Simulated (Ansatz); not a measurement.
La (dhcp type, space group P6_3/mmc)

```
CELL_PARAMETERS angstrom
      3.78558     0.00000     0.00000
     -1.89279     3.27841     0.00000
      0.00000     0.00000    12.03275
ATOMIC_POSITIONS crystal
  La 0.00000 0.00000 0.00000
  La 0.00000 0.00000 0.50000
  La 0.33333 0.66667 0.25000
  La 0.66667 0.33333 0.75000
```

In this cell atom 3 (La, nearest neighbour La at 3.718 Å; its periodic images, 3.8 Å or more away, move with it) is moved by s along Cartesian [110], unit vector (0.707, 0.707, 0.000); all other atoms and the cell stay fixed.

The numbers are results of r2SCAN (plane waves to 500 eV, PAW, scalar-relativistic; Ansatz, a program for electronic structure), not measurements. k mesh 11×11×3 (Γ-centred), Fermi-Dirac smearing 0.05 eV. The energy includes the smearing's −TS. With partly filled bands, energies and forces of such displacements shift with the k mesh and the smearing. F∥ is the force on the atom along that direction. La is run without spin polarisation. La was relaxed with its symmetry unable to fall. The zero of ΔE is the undisplaced structure.

```
s (Å)   F∥ (eV/Å)  ΔE (meV/cell)
------  ---------  -------------
-0.740      0.286              …
-0.592      0.253              …
-0.444      0.191             39
-0.296      0.119             16
-0.148      0.052              4
0.000       0.000              0
0.148      -0.049              4
0.296           …             15
0.444      -0.203             39
0.592      -0.310             77
0.740      -0.409            130
```

### Question
Complete the blanks.

### Answer

- -0.740, ΔE (meV/cell): 113
- -0.592, ΔE (meV/cell): 72
- 0.296, F∥ (eV/Å): -0.114

(For displaced atoms, the force is minus the slope of the energy, and its curvature is a force constant, which sets phonon frequencies.)
